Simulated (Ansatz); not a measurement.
The start is a relaxed WS2 cell with one S and one W atom exchanged in a cell of 6 atoms. Cell shape, volume and atoms are optimised at zero target pressure with r2SCAN (plane waves to 500 eV, PAW, scalar-relativistic; Ansatz, an electronic-structure program). First-step values are on the input's coarse k-mesh.

Ansatz input (later rounds restart from its end on a renewed k-mesh):
Ansatz 0.2 input:
```yaml
crystal:
  lattice:
    - [3.1815973776, 0, 0]
    - [-1.5907986888, 2.7553441536, 0]
    - [0, 0, 13.0654263487]
  atoms:
    - { symbol: W, position: [0.3333333333, 0.6666666667, 0.25] }
    - { symbol: S, position: [0.6666666667, 0.3333333333, 0.75] }
    - { symbol: W, position: [0.3333333333, 0.6666666667, 0.6306422556] }
    - { symbol: S, position: [0.6666666667, 0.3333333333, 0.1306422556] }
    - { symbol: S, position: [0.6666666667, 0.3333333333, 0.3693577444] }
    - { symbol: S, position: [0.3333333333, 0.6666666667, 0.8693577444] }
basis: { ecutwfc: 500, ecutrho_ratio: 4, xc_grid: 4, fft_grid_basis: typed }
kpoints: { mp_grid: { grid: [8, 8, 2] } }
hamiltonian:
  xc: r2scan
  dispersion: none
  pseudopotentials: { kind: paw }
scf: { occupations: { method: fermi_dirac, width: 0.05 } }
relax: { f_tol: 0.01, max_steps: 100, cell: { stress_tol: 0.02 } }
output: { forces: true, stress: true }
```

```json
{
  "largest_initial_force": "about 2.3 eV/Å, on S6 (atoms numbered as listed)",
  "volume_change": "+3.9 %, from 19.09 to 19.83 Å³/atom",
  "relative_to_the_parent": "It does not go back: it is caught in P3m1 (No. 156), 0.90 eV/atom above the parent",
  "optimiser_moves": "17"
}
```

Final values are on a 18×18×4 k-mesh of the relaxed cell. No spin polarisation in the result.

The run could not lose the symmetry of its start.

The first start was generated by placing the elements on the sites of a structure type. Materials Project lists a structure of WS2 in the same space group, P3m1 (No. 156); the sites were not compared with it, nor with measured phases. Known forms of WS2 include space group No. 194.
